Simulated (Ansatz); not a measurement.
# Notes on a calculation: ScCu in the CsCl-type structure

**The experiment.** The Crystallography Open Database holds a cell as deposited of cubic ScCu (space group Pm-3m), temperature not stated (1962): a = 3.256 Å, 17.26 Å³/atom.

Computed with Ansatz (plane waves, PAW, 420 eV cutoff): PBEsol, scalar-relativistic, no spin polarisation, Γ-centred 10×10×10 mesh, 0.05 eV Gaussian smearing. The datasets are Ansatz's generated set soft_2.

The start was a prototype's sites filled with these elements; the Crystallography Open Database holds the compound in this structure.

The start, 1 % over the database's volume:

```
CELL_PARAMETERS angstrom
3.26682 0.00000 0.00000
0.00000 3.26682 0.00000
0.00000 0.00000 3.26682
ATOMIC_POSITIONS crystal
Sc 0.00000 0.00000 0.00000
Cu 0.50000 0.50000 0.50000
```

The first steps of the search for zero pressure:

```tsv
run	level	k-mesh	kind	V (Å³/atom)	P (GPa)	gap on the mesh (eV)
1	PBEsol	10×10×10	fixed cell	17.43	-4.6	metal
2	PBEsol	10×10×10	fixed cell	16.90	-2.0	metal
```

**Question.** At which volume does PBEsol reach zero pressure?

**Answer.** 16.55 Å³/atom, about 5.1 % under the start.

The steps that followed:

```tsv
run	level	k-mesh	kind	V (Å³/atom)	P (GPa)	E − E(final) (meV/atom)	gap on the mesh (eV)
3	PBEsol	10×10×10	fixed cell	16.55	0.0	0.0	metal
```

Cell and atoms are those of this level's equilibrium.

The final structure (symmetry read at 0.01 Å). The structure is cubic, space group Pm-3m (No. 221). The conventional cell has a = 3.211 Å, b = 3.211 Å, c = 3.211 Å, α = 90.00°, β = 90.00°, γ = 90.00°. Around Sc (site symmetry m-3m) lie 8 Cu at 2.78 Å. Cu (site symmetry m-3m) has 8 Sc at 2.78 Å as nearest neighbours. (Shells end 15 % past the nearest neighbour.)

- At the final geometry the gap, band path included, is zero (metallic).
- The equation of state gives B0 = 99 GPa and B0′ = 4.2.
- Against the elements' standard states, run alike and uncorrected, the formation energy is -0.27 eV/atom.

**Against experiment.** PBEsol gives 3.211 Å and 16.55 Å³/atom, −4.1 % in volume (−1.4 % in length) from the database's cell. That is a large miss for PBEsol, or the entry is off.
